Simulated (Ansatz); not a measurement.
MgO (rock salt, Fm-3m), r²SCAN (plane waves, PAW; program Ansatz), all energies at zero smearing, with the estimated change up to a 700 eV cutoff added, with one set of potentials and settings (totals compare only within such a set). Cell of 2 atoms (1 Mg, 1 O): -2498.340 eV.

```
element                            reference phase  E (eV/atom)
-------  -----------------------------------------  -----------
Mg                   P6_3/mmc, 2 atoms in the cell   -1926.4086
O        C2/m, 4 atoms in the cell, spin-polarised    -566.0281
```

Formation energy per atom, worked out: (-2498.340 − 1×(-1926.4086) − 1×(-566.0281))/2 = -2.952 eV/atom (-285 kJ per mol of atoms), at 0 K, without zero-point energy or fitted corrections.

The r²SCAN relaxation kept the symmetry of its start. The volume moved by -16 % from the start of the relaxation. The references are the lowest solids computed at this level, not always the standard phases (solids in place of the gases).

Potentials: the later of the program's two PAW sets.
